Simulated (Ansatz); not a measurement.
**Computed properties of BP**

BP:
```
CELL_PARAMETERS angstrom
      6.20398     0.00000     0.00000
      0.00000     3.21404     0.00000
      0.00000     0.00000     5.36341
ATOMIC_POSITIONS crystal
  B  0.16280 0.25000 0.39952
  B  0.33720 0.75000 0.89952
  B  0.83720 0.75000 0.60048
  B  0.66280 0.25000 0.10048
  P  0.83792 0.25000 0.39279
  P  0.66208 0.75000 0.89279
  P  0.16208 0.75000 0.60721
  P  0.33792 0.25000 0.10721
```

Space group Pnma (No. 62); conventional cell a = 6.2040 Å, b = 3.2140 Å, c = 5.3634 Å, α = β = γ = 90.00°.

Method: DFT-PBE+D3(BJ) in the program Ansatz with PAW potentials. Geometry: relaxed at this level of theory. Other levels are named where they apply.

### Cell and energy

- Volume per atom = 13.37 Å³
- Density = 2.60 g/cm³
- Formation energy from the elements (no fitted shifts) = -0.15 eV/atom

### Electronic structure

* **Band gap**: 0.68 eV (indirect)
* **Valence-band maximum**: at Γ
* **Conduction-band minimum**: at U (k = 0.500, 0.000, 0.500 in fractions of the reciprocal vectors)
* **Smallest direct gap on the standard path**: 1.17 eV
* **Hole effective mass**: 0.20, 0.52, 0.89 mₑ (principal values)

### Mechanics

- Bulk modulus (Birch–Murnaghan fit) = 128 GPa
- Pressure derivative B′ = 2.3

The start of the workflow was typed in or built on a structure type; neither database checked (COD, Materials Project) lists it. It is not the phase usual at ambient conditions (space group No. 216). The cell was relaxed with PBE+D3(BJ) under the symmetry of its start; whether a distortion lowers the energy is not shown. The volume moved by 24 % from the start of the relaxation. The references are the lowest solids computed at this level, not always the standard phases.

Potentials: the earlier of the program's two PAW sets.
